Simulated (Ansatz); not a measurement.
**ScIn3: elastic constants from stress and strain**

```
CELL_PARAMETERS angstrom
4.46000 0.00000 0.00000
0.00000 4.46000 0.00000
0.00000 0.00000 4.46000
ATOMIC_POSITIONS crystal
Sc 0.00000 0.00000 0.00000
In 0.00000 0.50000 0.50000
In 0.50000 0.00000 0.50000
In 0.50000 0.50000 0.00000
```

Atoms are numbered in the order listed.

The cell is COD entry 1539387, as deposited and not checked against the literature; nothing was relaxed.

Spin–orbit coupling is left out, though it moves levels of the heavy atoms by tenths of an eV or more.

These are results of DFT, PBEsol, all-electron LAPW, scalar-relativistic (Ansatz 0.2.0), not measurements.

The runs use a Γ-centred 8×8×8 k mesh, Fermi–Dirac smearing of 0.08 eV, basis error target 1 meV/atom, no spin polarisation.

The unstrained cell is at -0.29 GPa. Large strains and very small stresses are left out. Each strain is applied once, with fractional coordinates held (clamped ions), and σ below is the change of stress, positive in tension. One finite strain gives stress–strain coefficients at this pressure with an error of the order of the strain times third-order constants, a few per cent for each per cent of strain. In a metal the k mesh adds noise of tens of per cent to soft shears.

Q: With equal xy, yz and zx engineering shear strains of -1 %, the run gives σxy = -0.29 GPa and γxy = 2εxy = -0.0100. Which stiffness follows?

A: C44 (clamped ions) = σxy/γxy = 29 GPa.

Q: Estimate the stiffness probed by this change, and the stress that it gives: equal xy, yz and zx engineering shear strains of +1 %.

A: σxy = 0.29 GPa and γxy = 2εxy = 0.0100, so C44 (clamped ions) = σxy/γxy = 29 GPa.
